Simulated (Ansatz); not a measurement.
Two states of Cr2SiS

```xyz
8
Lattice="1.6559 2.8682 0.0000 -1.6559 2.8682 0.0000 0.0000 0.0000 11.5555" Properties=species:S:1:pos:R:3 pbc="T T T"
Cr    0.0000    1.9121    1.1440
Cr    0.0000    3.8242    6.9218
Cr    0.0000    1.9121    4.6338
Cr    0.0000    3.8243   10.4115
Si    0.0000    0.0000    0.0000
Si    0.0000    0.0000    5.7778
S     0.0000    3.8242    2.8889
S     0.0000    1.9121    8.6666
```

Single point in Ansatz 0.2.0 with r2SCAN. Cutoff 500 eV, PAW datasets, 8×8×2 Γ-centred k mesh, gaussian filling (width 0.1728 eV).

State A: Cr1 up, Cr2 down, Cr3 up, Cr4 down (collinear spin). State B: Cr1 up, Cr2 up, Cr3 down, Cr4 down (collinear spin).

Question: Which state is lower, and how do they differ?

Answer: State B is lower by 8.4 meV an atom at zero smearing; in free energy at this smearing B lies -7.5 meV an atom from A. So small a gap isn't resolved on this mesh where a state is a metal.

```csv
state,free energy (meV/atom),largest moment in a small sphere (μB),net moment (μB/cell),gap on mesh (eV),pressure (GPa),largest force (eV/Å)
A,7.5,2.54,0.00,metal,21.0,3.22
B,0.0,2.51,0.00,0.72,20.3,3.43
```

Origin: a known structure type with other elements, at an estimated volume, so it need not be a known compound. Caveats: atoms or cell far from equilibrium; wide smearing; semilocal functionals often miss the gap of such magnets.
